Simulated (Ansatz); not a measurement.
## MgMnV₄O₁₂: Field gradients at the nuclei

The cell is a Materials Project structure (computed, not necessarily an observed phase), atoms as given.

```xyz
18
Lattice="4.9669 0.0000 0.0000 -0.0226 5.2998 0.0000 -0.1121 -0.8455 7.6846" Properties=species:S:1:pos:R:3 pbc="T T T"
Mg    2.4291    4.6863    2.1813
Mn   -0.0309    1.9612    2.2203
V    -0.0991    4.3844    7.5867
V     2.4014    2.3498    4.1045
V    -0.0288   -0.3605    4.0933
V     2.4127    1.7137    7.6020
O     1.3621    0.8949    3.1906
O     0.4545   -0.4899    5.6999
O     1.5067    4.4663    0.3800
O     0.8879    3.4439    3.1468
O     3.9092    3.0837    7.1532
O     1.8690    2.2234    5.6846
O     3.2036    2.7548    1.6166
O     0.9844    1.8130    0.3423
O     3.8340    1.3147    4.0519
O     3.3314    0.4181    7.0847
O     4.2877    0.1961    1.6410
O     3.2613    3.9690    3.9798
```

Atom numbers follow the list; atoms alike are taken as one site, whose name carries the number of the first.

Method: Kohn–Sham DFT in Ansatz, r2SCAN, plane waves and PAW, scalar-relativistic, collinear spin, 500 eV cutoff, Γ-centred 5×4×3 k-points, Fermi–Dirac smearing 0.02 eV. Start moments as typed (μB): 5 on each Mn, none on the rest.

Conventions: |V_zz| ≥ |V_yy| ≥ |V_xx|, η = (V_xx − V_yy)/V_zz, C_Q = eQV_zz/h. ν_Q = 3|C_Q|/[2I(2I − 1)].

25Mg: I = 5/2, Q = 199.4 mb; Mn-55: I = 5/2, Q = 330.0 mb; V-51: I = 7/2, Q = -52.00 mb; O-17: I = 5/2, Q = -25.58 mb. Nuclear quadrupole moments: year-2017 set (Pyykkö).

```json
{"site": "Mg", "atoms (order as listed)": "1", "first shell": "6 O at 2.04–2.20 Å", "C_Q (MHz)": "3.19", "η": "0.57", "ν_Q (MHz)": "0.478"}
{"site": "Mn", "atoms (order as listed)": "2", "first shell": "6 O at 1.97–2.23 Å", "C_Q (MHz)": "22.5", "η": "0.76", "ν_Q (MHz)": "3.38"}
{"site": "V3", "atoms (order as listed)": "3", "first shell": "6 O at 1.67–2.15 Å", "C_Q (MHz)": "5.77", "η": "0.69", "ν_Q (MHz)": "0.412"}
{"site": "V4", "atoms (order as listed)": "4", "first shell": "5 O at 1.67–2.10 Å", "C_Q (MHz)": "-4.57", "η": "0.61", "ν_Q (MHz)": "0.326"}
{"site": "V5", "atoms (order as listed)": "5", "first shell": "5 O at 1.68–2.08 Å", "C_Q (MHz)": "-9.15", "η": "0.09", "ν_Q (MHz)": "0.653"}
{"site": "V6", "atoms (order as listed)": "6", "first shell": "5 O at 1.67–2.08 Å; also 1 O at 2.21 Å", "C_Q (MHz)": "4.43", "η": "0.65", "ν_Q (MHz)": "0.317"}
{"site": "O7", "atoms (order as listed)": "7", "first shell": "1 Mn at 2.00 Å, 2 V at 2.01–2.08 Å, 1 Mg at 2.12 Å", "C_Q (MHz)": "2.61", "η": "0.56", "ν_Q (MHz)": "0.392"}
{"site": "O8", "atoms (order as listed)": "8", "first shell": "2 V at 1.68–2.01 Å, angle 147°", "C_Q (MHz)": "-1.61", "η": "0.14", "ν_Q (MHz)": "0.241"}
{"site": "O9", "atoms (order as listed)": "9", "first shell": "2 V at 1.74–2.21 Å, 1 Mg at 2.04 Å", "C_Q (MHz)": "2.41", "η": "0.43", "ν_Q (MHz)": "0.361"}
{"site": "O10", "atoms (order as listed)": "10", "first shell": "1 Mn at 1.98 Å, 2 V at 2.00–2.10 Å, 1 Mg at 2.20 Å", "C_Q (MHz)": "3.08", "η": "0.57", "ν_Q (MHz)": "0.462"}
{"site": "O11", "atoms (order as listed)": "11", "first shell": "2 V at 1.67–2.08 Å, angle 150°; also 1 Mg at 3.24 Å", "C_Q (MHz)": "-1.69", "η": "0.88", "ν_Q (MHz)": "0.254"}
{"site": "O12", "atoms (order as listed)": "12", "first shell": "2 V at 1.67–2.06 Å, angle 145°", "C_Q (MHz)": "-1.71", "η": "0.83", "ν_Q (MHz)": "0.257"}
{"site": "O13", "atoms (order as listed)": "13", "first shell": "1 V at 1.84 Å, 1 Mn at 2.00 Å, 1 Mg at 2.16 Å; also 1 V at 2.65 Å", "C_Q (MHz)": "-2.90", "η": "0.70", "ν_Q (MHz)": "0.435"}
{"site": "O14", "atoms (order as listed)": "14", "first shell": "2 V at 1.76–2.15 Å, 1 Mn at 2.14 Å", "C_Q (MHz)": "2.70", "η": "0.53", "ν_Q (MHz)": "0.404"}
{"site": "O15", "atoms (order as listed)": "15", "first shell": "2 V at 1.77–2.01 Å, 1 Mn at 2.23 Å; also 1 Mg at 3.02 Å", "C_Q (MHz)": "-2.20", "η": "0.47", "ν_Q (MHz)": "0.329"}
{"site": "O16", "atoms (order as listed)": "16", "first shell": "2 V at 1.67–2.11 Å, angle 145°; also 1 Mn at 3.27 Å", "C_Q (MHz)": "-1.40", "η": "0.62", "ν_Q (MHz)": "0.210"}
{"site": "O17", "atoms (order as listed)": "17", "first shell": "1 V at 1.90 Å, 1 Mn at 1.97 Å, 1 Mg at 2.08 Å; also 1 V at 2.60 Å, 1 Mg at 3.28 Å", "C_Q (MHz)": "3.43", "η": "0.45", "ν_Q (MHz)": "0.515"}
{"site": "O18", "atoms (order as listed)": "18", "first shell": "2 V at 1.84–1.92 Å, 1 Mg at 2.11 Å; also 1 Mn at 3.15 Å", "C_Q (MHz)": "-3.65", "η": "0.26", "ν_Q (MHz)": "0.547"}
```

At V5 V_zz points along its shortest bond, to O (within 5°). At O8 V_zz runs parallel to the line that joins its two neighbours (within 11°). At O15 V_zz points along its shortest bond, to V (within 10°).

At this cell the r2SCAN pressure is -11 GPa, so with r2SCAN the cell would shrink if it were relaxed. The entry's cell may itself be off. The largest force is 1.6 eV/Å, so the atoms aren't at the calculated equilibrium and relaxing them would move these values. The program didn't check the stability of this electronic state in full, so a lower one may lie near. With a gap of 0.6 eV on this mesh, small gradients can still move by 0.1 × 10²¹ V/m² or more as the k-mesh gets denser. All moments are parallel here, as the start or the cell imposes; many such compounds order antiparallel, where fields and spin densities carried over to other atoms largely cancel. The magnetic order is the one that the run reached from its start moments, not necessarily the measured one.

Hardware: 2 threads of Intel Xeon Processor @ 2.50GHz (Skylake/Cascade Lake) (x86_64; 62 cores open to the job, memory cap 5.0 GiB, no GPU), a shared host with a load of 0.9 a core. Wall time 15 min, CPU time 26 min, peak memory 2.1 GiB.
